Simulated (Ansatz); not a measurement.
Is this LiC2 structure a true minimum?

The cell was found from a structure generator's guess, not taken from experiment.

All numbers below come from Ansatz 0.2.0, DFT PBE, scalar-relativistic, plane waves, PAW. Plane waves to 420 eV, a k mesh through Γ of 12×12×14 on the computed 3-atom cell and Gaussian smearing (0.10 eV); no spin polarisation.

The cell below (3 atoms, space group P-6m2 (No. 187)) is relaxed within its symmetry.

```
Li C
1.0
     3.64468    0.00000    0.00000
    -1.82234    3.15638    0.00000
     0.00000    0.00000    3.49962
Li C
1 2
Direct
  0.00000 0.00000 0.00000
  0.66667 0.33333 0.68071
  0.66667 0.33333 0.31929
```

For the test a repeat of it with 6 atoms (edges 3.50, 3.64, 6.31 Å) was strained at random (σ = 1.5 % a component), the atoms were moved at random (σ = 0.15 Å), and all was relaxed again on a coarse 6×6×4 mesh (in the run’s order of axes) with 0.20 eV smearing, with no symmetry imposed.

An odd number of electrons in the primitive cell allows no gap without spin; a larger cell or a magnetic state could open one.

Q: Is the structure stable against such a distortion?

A: It doesn't return. The energy falls by 50 meV/atom on that mesh, the volume changes by -1.5 %, and the end has space group Imm2 (No. 44) at a loose tolerance. Relaxed again on a 14×14×18 mesh with 0.10 eV smearing, the new structure lies 49 meV/atom below the first (mesh in the axes of the run's cell; the cell below is made exact in the group named). Space group C2 (No. 5), monoclinic, a = 5.078 Å, b = 6.105 Å, c = 3.530 Å, β = 133.6°. Around Li lie 6 C at 2.30–2.34 Å; C is surrounded by 1 C at 1.27 Å, 1 C at 2.26 Å and 3 Li at 2.30–2.34 Å.

```xyz
3
Lattice="2.5388 -3.0524 0.0000 2.5388 3.0524 0.0000 -2.4336 0.0000 2.5566" Properties=species:S:1:pos:R:3 pbc="T T T"
Li    1.3220   -2.9094    1.2783
C     0.8874    0.9456    1.7402
C     1.7565    0.9456    0.8164
```
